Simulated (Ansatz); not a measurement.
Guessed and relaxed cells of AlCu5

Recipe of this trial structure of AlCu5: random cell by space group and Wyckoff sites (P6/mmm, No. 191). The dimensions are guesses.

start:

Space group P6/mmm (No. 191). a = 3.854 Å, b = 3.854 Å, c = 4.694 Å, α = 90.00°, β = 90.00°, γ = 120.00°
| atom | site | symmetry | x | y | z |
| --- | --- | --- | --- | --- | --- |
| Al | 1a | 6/mmm | 0.0000 | 0.0000 | 0.0000 |
| Cu | 3g | mmm | 0.5000 | 0.0000 | 0.5000 |
| Cu | 2d | -6m2 | 0.3333 | 0.6667 | 0.5000 |

Method: Ansatz, DFT PBE, scalar-relativistic, plane waves, PAW. Cutoff 420 eV, Gaussian smearing, Γ-centred meshes. Cell and atoms relax first on a coarse mesh and then on a finer one. In between, the cell is made exact in the group found at 0.06 Å. In metals the finer mesh still leaves noise of several meV/atom or more. The steps can't lower the symmetry of their start. No spin polarisation.

end:

Space group P6/mmm (No. 191). a = 7.910 Å, b = 7.910 Å, c = 2.406 Å, α = 90.00°, β = 90.00°, γ = 120.00°
```csv
atom,site,symmetry,x,y,z
Al,1a,6/mmm,0.0000,0.0000,0.0000
Cu,3g,mmm,0.5000,0.0000,0.5000
Cu,2d,-6m2,0.3333,0.6667,0.5000
```

The symmetry stays P6/mmm (No. 191). The volume per atom grows by 116.0 %, from 10.1 to 21.7 Å³. The shortest distance goes from 1.11 Å (Cu–Cu) to 2.28 Å (Cu–Cu). The ratio c/a of the conventional cell changes by a factor of 0.25. The energy falls by about 45.2 eV/atom (the start's value is from the coarse mesh).

```json
{"Volume per atom": "21.73 Å³", "Density": "4.39 g/cm³", "Energy over the elements": "+0.96 eV/atom", "Gap on the 6×6×16 mesh of the 6-atom cell": "0 eV (a metal)"}
```

The zero of energy is the elements' standard structures at the same level; no fitted shifts are applied. A positive value: parting into the elements would lower its energy.

The last run used Gaussian smearing of 0.10 eV. Symmetry constrained the relaxation, so the result can be a saddle point. In all, the 4 runs took 17 min on 1 thread of Intel(R) Xeon(R) Processor @ 2.50GHz (Skylake/Cascade Lake), on a shared host. Another cell of AlCu5 relaxed alike, in P-62m, lies 1.09 eV/atom lower, so this cell isn't the stable form at this level.
